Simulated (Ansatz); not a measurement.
Input and command of a plane-wave DFT calculation in Ansatz:

```yaml
crystal:
  lattice:
    - [0.0, 2.9466477701, 2.9466477701]
    - [3.2413125471, 0.0, 2.9466477701]
    - [3.2413125471, 2.9466477701, 0.0]
  atoms:
    - { symbol: Sn, position: [0.0, 0.0, 0.0] }
    - { symbol: Se, position: [0.5, 0.5, 0.5] }
basis:
  ecutwfc: 420
kpoints:
  mp_grid: { grid: [8, 8, 8] }
hamiltonian:
  xc: lda
scf:
  occupations: { method: gaussian, width: 0.05 }
output:
  forces: true
  stress: true
  eigenvalues: true
```

```bash
ansatz run input.yaml --threads 1 --pin off --max-ram 2560MiB --backend cpu --events-out ev --progress --plain --runs-dir out
```

Processor: Intel(R) Xeon(R) Processor @ 2.50GHz (Skylake/Cascade Lake), 1 thread, on a host shared with other jobs.

Question: How long does it run, and how much memory does it take?

Answer: About 8 s on 1 thread of Intel(R) Xeon(R) Processor @ 2.50GHz (Skylake/Cascade Lake), with other jobs on the host, peak memory 0.37 GiB. It solves 19 bands at 59 k points (the mesh reduced by symmetry) with about 1079 plane waves, in 6 SCF iterations.
